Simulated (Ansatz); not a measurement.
# Quasiparticle levels of BP (F-43m)

The calculation used Ansatz 0.2.0-dev, G0W0@PBE, plasmon-pole screening, hard PAW set made for 700 eV.

Input files:

```yaml
crystal:
  lattice:
    - [0.0, 2.269, 2.269]
    - [2.269, 0.0, 2.269]
    - [2.269, 2.269, 0.0]
  atoms:
    - { symbol: B, position: [0, 0, 0] }
    - { symbol: P, position: [0.25, 0.25, 0.25] }
kpoints:
  mp_grid: { grid: [6, 6, 6], shift: [0, 0, 0] }
hamiltonian:
  xc: pbe
  pseudopotentials:
    kind: paw
    azcp:
      B: "pseudopotentials/B.paw.azcp"
      P: "pseudopotentials/P.paw.azcp"
scf:
  occupations: { method: fixed }
  convergence: { dr2_threshold: "1e-9 eV" }
  lower_state_search: "off"
output:
  forces: false
  stress: false
gw:
  n_empty_bands: 231
  ecut_chi: 180.0
  qp_bands: [v1, c1]
  qp_kpoints: [[0, 0, 0], [0, 0.5, 0.5], [0, 0, 0.5]]
  ecutfock_ratio: 2
basis:
  ecutwfc: 700
```

The input is rewritten from the run's settings (development build, wave cutoff 700 eV).

Linearised quasiparticle energies, zero at the top filled Kohn-Sham level among these points. VB is the top filled band, CB the lowest empty one.

```tsv
k	band	ε_KS (eV)	Σx − Vxc (eV)	Σc (eV)	Z	ε_QP (eV)
Γ	VB	0.00	-1.60	0.93	0.79	-0.53
Γ	CB	3.40	4.94	-4.48	0.79	3.77
L	VB	-1.76	-2.41	1.62	0.79	-2.38
L	CB	3.78	5.15	-4.82	0.79	4.04
X	VB	-4.11	-3.37	2.43	0.77	-4.84
X	CB	1.34	4.37	-4.22	0.81	1.45
```

The gap (from Γ to X) opens from 1.34 eV to 1.98 eV.

Electronic (ion-clamped) dielectric constant on this mesh, from the head of the inverse dielectric matrix: 9.8.

Band sums or response are cut, so the gap isn't at its basis limit. The gap is read among the points solved; the crystal's band edges can lie elsewhere.
